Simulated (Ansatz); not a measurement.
With PBEsol (plane waves, PAW; program Ansatz), InSb in the hexagonal phase (P6_3mc; In on 2b, Sb on 2b, In on 2a, Sb on 2a) relaxes to a = 4.602 Å, c = 15.092 Å. In on 2b has 4 nearest neighbours from 2.82 Å (tetrahedral); Sb on 2b has 4 nearest neighbours from 2.82 Å (tetrahedral); In on 2a has 4 nearest neighbours from 2.82 Å (tetrahedral); Sb on 2a has 4 nearest neighbours from 2.82 Å (tetrahedral). Its formation energy from the elements is -72 meV/atom, with no fitted shifts.

Electronic character: no gap, with almost no states at the Fermi level (zero-gap or semimetallic). HSE06 on the same cell gives 0.42 eV (a hybrid on a coarse mesh can open a false gap in a semimetal). Gap from PBEsol with spin–orbit coupling: none (metallic).

An equation-of-state fit gives a bulk modulus of 42.6 GPa. The highest mode at Γ lies at 175 cm^-1.

The start of the workflow was typed in or built on a structure type; neither database checked (COD, Materials Project) lists it. It is not the phase usual at ambient conditions (space group No. 216). The cell was relaxed with PBEsol under the symmetry of its start; of distortions, only those at the zone centre were tested. As this level gives no gap, phonon frequencies hold no LO–TO term and depend on the k-mesh and smearing (Fermi–Dirac, 0.1 eV here). The references are the lowest solids computed at this level, not always the standard phases. Spin–orbit coupling is left out wherever it is not named.

Potentials: the later of the program's two PAW sets.
